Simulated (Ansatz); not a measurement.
# CdSe with Sn replacing Cd: gradients before and after relaxing the atoms

Start: a supercell of CdSe (wurtzite type, P6_3mc) built from a structure deposited in the COD (the entry's cell lengths or inner coordinates differ somewhat from later room-temperature determinations), with all atoms left at the host's positions.

Space group P3m1 (No. 156); a = 8.6000, c = 14.0400 Å, γ = 120.00°.

```csv
site,Wyckoff,site symmetry,x,y,z
Sn,1a,3m.,0.0000,0.0000,0.0000
Cd2,1a,3m.,0.0000,0.0000,0.5000
Cd3,3d,.m.,0.0000,0.5000,0.0000
Cd4,3d,.m.,0.0000,0.5000,0.5000
Cd9,3d,.m.,0.1667,0.8333,0.2500
Cd10,3d,.m.,0.1667,0.8333,0.7500
Cd15,1c,3m.,0.6667,0.3333,0.2500
Cd16,1c,3m.,0.6667,0.3333,0.7500
Se17,1a,3m.,0.0000,0.0000,0.1925
Se18,1a,3m.,0.0000,0.0000,0.6925
Se19,3d,.m.,0.0000,0.5000,0.1925
Se20,3d,.m.,0.0000,0.5000,0.6925
Se25,3d,.m.,0.1667,0.8333,0.4425
Se26,3d,.m.,0.1667,0.8333,0.9425
Se31,1c,3m.,0.6667,0.3333,0.4425
Se32,1c,3m.,0.6667,0.3333,0.9425
```

One atom of each set is listed.

The numbers come from a DFT calculation in Ansatz (PBE, plane waves and PAW, scalar-relativistic, 420 eV cutoff, Γ-centred 3×3×2 k-points, Fermi–Dirac smearing 0.01 eV).

The largest force at the start is 1.3 eV/Å. Relaxing the ions at fixed cell moves them by 0.494 Å at most (atom 17, Se) and 0.146 Å rms.

| site | moved (Å) | first shell before | first shell after | V_zz before (10²¹ V/m²) | η before |
| --- | --- | --- | --- | --- | --- |
| Sn | 0.289 | 4 Se at 2.61–2.70 Å | 4 Se at 2.80–2.91 Å | 4.39 | 0.00 |
| Cd2 | 0.186 | 4 Se at 2.61–2.70 Å | 4 Se at 2.62–2.69 Å | 3.25 | 0.00 |
| Cd3 | 0.056 | 4 Se at 2.61–2.70 Å | 4 Se at 2.62–2.64 Å | 2.38 | 0.68 |
| Cd4 | 0.094 | 4 Se at 2.61–2.70 Å | 4 Se at 2.62 Å | 3.13 | 0.01 |
| Cd9 | 0.146 | 4 Se at 2.61–2.70 Å | 4 Se at 2.61–2.63 Å | 2.51 | 0.24 |
| Cd15 | 0.048 | 4 Se at 2.61–2.70 Å | 4 Se at 2.64 Å | 2.66 | 0.00 |
| Cd16 | 0.137 | 4 Se at 2.61–2.70 Å | 4 Se at 2.62 Å | 3.29 | 0.00 |
| Se17 | 0.494 | 3 Cd at 2.61 Å, 1 Sn at 2.70 Å | 3 Cd at 2.61 Å, 1 Sn at 2.91 Å | 0.55 | 0.00 |
| Se19 | 0.083 | 4 Cd at 2.61–2.70 Å | 4 Cd at 2.63–2.64 Å | -1.26 | 0.37 |
| Se20 | 0.043 | 4 Cd at 2.61–2.70 Å | 4 Cd at 2.62 Å | -1.61 | 0.31 |
| Se25 | 0.077 | 4 Cd at 2.61–2.70 Å | 4 Cd at 2.62 Å | -0.91 | 0.02 |
| Se26 | 0.157 | 3 Cd at 2.61–2.70 Å, 1 Sn at 2.61 Å | 3 Cd at 2.62–2.64 Å, 1 Sn at 2.80 Å | -2.59 | 0.88 |
| Se31 | 0.112 | 4 Cd at 2.61–2.70 Å | 4 Cd at 2.62–2.64 Å | -1.09 | 0.00 |
| Se32 | 0.051 | 4 Cd at 2.61–2.70 Å | 4 Cd at 2.62–2.64 Å | -2.01 | 0.00 |

Problem. How do the gradients change?

Solution. 

| site | V_zz after | η after | change of V_zz |
| --- | --- | --- | --- |
| Sn | -4.35 | 0.00 | -8.74 |
| Cd2 | 4.44 | 0.00 | +1.19 |
| Cd3 | 1.53 | 0.40 | -0.85 |
| Cd4 | 0.91 | 0.62 | – |
| Cd9 | -2.46 | 0.52 | – |
| Cd15 | 0.80 | 0.00 | -1.86 |
| Cd16 | -1.54 | 0.00 | -4.83 |
| Se17 | -11.79 | 0.00 | -12.34 |
| Se19 | -1.73 | 0.76 | – |
| Se20 | -1.15 | 0.44 | – |
| Se25 | -1.88 | 0.25 | -0.97 |
| Se26 | -1.47 | 0.51 | – |
| Se31 | 1.70 | 0.00 | +2.79 |
| Se32 | -0.39 | 0.00 | +1.62 |

The largest change of V_zz along a kept axis is on Se17, from 0.55 to -11.79. In per cent, |V_zz| changes by -70 to +37 on Cd, -81 on Se (all sites that start above 2, bar those whose gradient vanishes or changes sign or whose main axis turns by over 40°). Where |V_zz| stays above 0.1 and the axes keep their order, η moves most on Cd3, from 0.68 to 0.40. V_zz changes sign on Sn (same axis), Cd16 (same axis), Se31 (same axis), Se17 (same axis). On Cd4, Se26, Cd9, Se20, Se19 the largest principal value lies along another axis in the second run, so the two V_zz can't be compared directly. The table leaves out 2 of the 16 sites, with |V_zz| up to 3.88; their tensors move by 2.06 at most along any direction. The statements above cover all sites. The electronic state changes along with the positions (a gap opens), so the changes aren't those of geometry alone. The host's own positions weren't relaxed first, so part of the change far from the defect can be the host's relaxation.

The defect repeats with the cell of 32 atoms, so it feels its images: sites between two images don't show the values beside a lone defect, and zeros or small values of η there can come from the images' arrangement. Cd and Se carry a gradient in the pure host already, so the values there aren't the defect's effect alone. Without spin–orbit coupling (the program notes it for Cd and Sn) the gradients can shift somewhat, as the gap is small.
Before: The run isn't spin-polarised, and a state with spin may lie lower. The defect cell has no gap above 0.1 eV on its mesh, so the values can hang on the smearing and the k-mesh. The neighbours have not yet relaxed around the defect (largest force 1.3 eV/Å), so a real crystal will differ.
After: The relaxation keeps the site symmetry 3m of the start, so the impurity can move only along its axis; a start off the site could end lower. With a gap of 0.2 eV on this mesh, small gradients can still move by 0.1 × 10²¹ V/m² or more as the k-mesh gets denser.
